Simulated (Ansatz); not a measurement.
YSi₂Pt₂:
```
YSi2Pt2
1.0
   -2.06088     2.06088     4.93900
    2.06088    -2.06088     4.93900
    2.06088     2.06088    -4.93900
Y Si Pt
1 2 2
Direct
  0.00000   0.00000   0.00000
  0.38293   0.38293   0.00000
  0.61707   0.61707   0.00000
  0.75000   0.25000   0.50000
  0.25000   0.75000   0.50000
```

Relaxed with PBEsol. Special points in fractions of this cell's reciprocal vectors: Γ (0.000, 0.000, 0.000); X (0.000, 0.000, 0.500); P (0.250, 0.250, 0.250); N (0.000, 0.500, 0.000); M (0.500, 0.500, -0.500); S (0.294, 0.706, -0.294); S0 (-0.294, 0.294, 0.294); R (-0.087, 0.087, 0.500); G (0.500, 0.500, -0.087).

**Question.** List the band energies nearest the Fermi level at these points for PBEsol with spin–orbit coupling (plane waves, PAW; program Ansatz).

**Answer.** In eV from the Fermi level; about four levels below and three above (degenerate sets whole), none deeper than 8.9 eV; points with the same levels are listed once.

```tsv
k	below	above
Γ	-0.90 -0.90 -0.74 -0.74	1.49 1.49 1.62 1.62
X	-0.38 -0.38 -0.21 -0.21	3.33 3.33 3.43 3.43
P	-0.30 -0.30 -0.25 -0.25	2.85 2.85 3.67 3.67
N	-2.01 -2.01 -0.58 -0.58	1.32 1.32 1.61 1.61
M	-0.93 -0.93 -0.55 -0.55	0.82 0.82 2.06 2.06
S	-0.78 -0.78 -0.48 -0.48	0.29 0.29 2.05 2.05
R	-1.18 -1.18 -0.40 -0.40	0.03 0.03 3.29 3.29
```

Space group I4/mmm. The workflow started from an entry of the Crystallography Open Database (COD). Whether it is the stable phase at ambient conditions was not checked. The PBEsol relaxation kept the symmetry of its start; whether a distortion lowers the energy is not shown. The run is not spin-polarised.

Potentials: the later of the program's two PAW sets.
